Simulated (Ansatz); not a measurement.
ScB$_{2}$, DFT, PBEsol, all-electron LAPW, scalar-relativistic (Ansatz 0.2.0), run on 1 thread of Arm Neoverse V1 on a shared host.

The geometry is COD entry 1510831, unchecked; take it as a test cell. The listed cell was then made from it by scaling, straining or moving an atom.

Command: `ansatz run input.yaml --threads 1 --pin off --max-ram 4096MiB --backend cpu --events-out ev --progress --plain --runs-dir out`

```yaml
crystal:
  lattice:
    - [3.0869999907, 0.0, 0.0]
    - [-1.5434999954, 2.6734204134, 0.0]
    - [0.0, 0.0, 3.52]
  atoms:
    - { symbol: Sc, position: [0.0, 0.0, 0.0] }
    - { symbol: B, position: [0.3333333333, 0.6666666667, 0.5] }
    - { symbol: B, position: [0.6666666667, 0.3333333333, 0.5] }
kpoints:
  mp_grid: { grid: [12, 12, 9] }
  band_path:
    path:
      - [0.0, 0.0, 0.0]
      - [0.5, 0.0, 0.0]
      - [0.3333333333, 0.3333333333, 0.0]
      - [0.0, 0.0, 0.0]
      - [0.0, 0.0, 0.5]
      - [0.5, 0.0, 0.5]
      - [0.3333333333, 0.3333333333, 0.5]
      - [0.0, 0.0, 0.5]
      - [0.5, 0.0, 0.5]
    npoints: 5
scf:
  occupations: { method: fermi_dirac, width: 0.03 }
hamiltonian:
  xc: pbesol
  pseudopotentials: { kind: all_electron, lapw: { basis_error: 0.001 } }
output:
  forces: true
  stress: true
  eigenvalues: true
```

**Question.** How large is the problem that the program sets up?

**Answer.** 95 irreducible k-points, 339 plane waves at Γ, 18 bands.

**Question.** Estimate the wall time and the peak memory.

**Answer.** 16 s of wall time for 8 SCF iterations, with a peak of 0.37 GiB. Times on shared machines scatter by tens of per cent.
